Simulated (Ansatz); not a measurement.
The start is a generated cell, WC built in the CrB structure type. Cell shape, volume and atoms are optimised at zero target pressure with r2SCAN (plane waves to 500 eV, PAW, scalar-relativistic; Ansatz, a program for electronic structure). First-step values are on the input's coarse k-mesh.

Ansatz input (later rounds restart from its end on a renewed k-mesh):
Ansatz 0.2 input:
```yaml
crystal:
  lattice:
    - [1.637232, -4.326445, 0]
    - [1.637232, 4.326445, 0]
    - [0, 0, 3.226527]
  atoms:
    - { symbol: C, position: [0.564, 0.436, 0.75] }
    - { symbol: C, position: [0.436, 0.564, 0.25] }
    - { symbol: W, position: [0.85475, 0.14525, 0.75] }
    - { symbol: W, position: [0.14525, 0.85475, 0.25] }
basis: { ecutwfc: 500, ecutrho_ratio: 4, xc_grid: 4, fft_grid_basis: typed }
kpoints: { mp_grid: { grid: [8, 8, 7] } }
hamiltonian:
  xc: r2scan
  dispersion: none
  pseudopotentials: { azcp: { folder: ./paw }, kind: paw }
scf: { occupations: { method: fermi_dirac, width: 0.05 } }
relax: { f_tol: 0.01, max_steps: 100, cell: { stress_tol: 0.02 } }
output: { forces: true, stress: true }
```

Task: What pressure does the first self-consistent step give?

Result: -33 GPa (negative: the cell is under tension).

Task: How do the shortest distances between atoms change?

Result: The closest pairs of elements (up to four, under 3.6 Å), start → end: C–C 1.96 → 2.50 Å; C–W 2.40 → 2.18 Å; W–W 2.93 → 2.61 Å.

Task: What band gap does the relaxed structure have at this level?

Result: No gap (metallic).

Task: Write out the relaxed structure.

Result: 
Space group Cmcm (No. 63); a = 2.812 Å, b = 7.739 Å, c = 3.834 Å, α = β = γ = 90.00°

| atom | site | symmetry | x | y | z |
|---|---|---|---|---|---|
| C | 4c | m2m | 0.0000 | 0.3964 | 0.2500 |
| W | 4c | m2m | 0.0000 | 0.1143 | 0.2500 |
(The calculation used a cell of 4 atoms; values per cell refer to that cell.)

The space group stays Cmcm (No. 63) (the run could not lower it), with 4 atoms in the primitive cell. Final values are on a 17×17×12 k-mesh of the relaxed cell. No spin polarisation in the result.

The run could not lose the symmetry of its start, so the end can be a saddle point.

The relaxed structure here is a generated cell of WC: the first start was made by placing the elements on the sites of a structure type, and the end was not matched to a known phase here, so it may be hypothetical. Known forms of WC include space group No. 187.
